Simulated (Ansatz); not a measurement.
CuS:
```
CuS
1.0
    1.87919    -3.27590     0.00000
    1.87919     3.27590     0.00000
    0.00000     0.00000    16.32206
Cu S
6 6
Cartesian
  1.87919  -0.87509   4.08052
  1.87919   0.87509  12.24155
  1.87919  -1.06378   9.91239
  1.87919   1.06378   1.75136
  1.87919   1.06378   6.40967
  1.87919  -1.06378  14.57070
  1.87919  -1.29687  12.24155
  1.87919   1.29687   4.08052
  1.87919  -3.25193   9.21177
  1.87919   3.25193   1.05074
  1.87919   3.25193   7.11029
  1.87919  -3.25193  15.27132
```

Relaxed with r²SCAN. Special points in fractions of this cell's reciprocal vectors: Γ (0.000, 0.000, 0.000); Y (-0.500, 0.500, 0.000); C0 (-0.332, 0.668, 0.000); Σ0 (0.332, 0.332, 0.000); Z (0.000, 0.000, 0.500); A0 (0.332, 0.332, 0.500); E0 (-0.332, 0.668, 0.500); T (-0.500, 0.500, 0.500); S (0.000, 0.500, 0.000); R (0.000, 0.500, 0.500).

### Question
List the band energies nearest the Fermi level at these points for r²SCAN (plane waves, PAW; program Ansatz).

### Answer
In eV from the Fermi level; about four levels below and three above (degenerate sets whole), none deeper than 8.9 eV; points with the same levels are listed once.

```json
[
 {"k": "Γ", "below": "-0.79 -0.76 -0.73 -0.73", "above": "0.36 0.44 0.63"},
 {"k": "Y", "below": "-0.92 -0.73 -0.39 -0.34", "above": "1.75 2.34 3.35"},
 {"k": "C0", "below": "-1.16 -1.07 -0.72 -0.66", "above": "2.27 2.58 3.84"},
 {"k": "Z", "below": "-0.76 -0.76 -0.75 -0.75", "above": "0.46 0.46 0.53 0.53"},
 {"k": "A0", "below": "-1.22 -1.22 -0.59 -0.59", "above": "2.41 2.41 3.70 3.70"},
 {"k": "T", "below": "-0.73 -0.73 -0.47 -0.47", "above": "2.02 2.02 3.56 3.56"},
 {"k": "S", "below": "-1.00 -0.82 -0.44 -0.43", "above": "2.06 2.18 3.34"},
 {"k": "R", "below": "-0.81 -0.81 -0.55 -0.55", "above": "2.19 2.19 3.40 3.40"}
]
```

Space group Cmcm. The workflow started from an entry of the Crystallography Open Database (COD, 8 K), which files this formula under 2 space groups. Its standing as an ambient phase is unchecked. The r²SCAN relaxation kept the symmetry of its start; whether a distortion lowers the energy is not shown. No spin polarisation was allowed.

Potentials: the later of the program's two PAW sets.
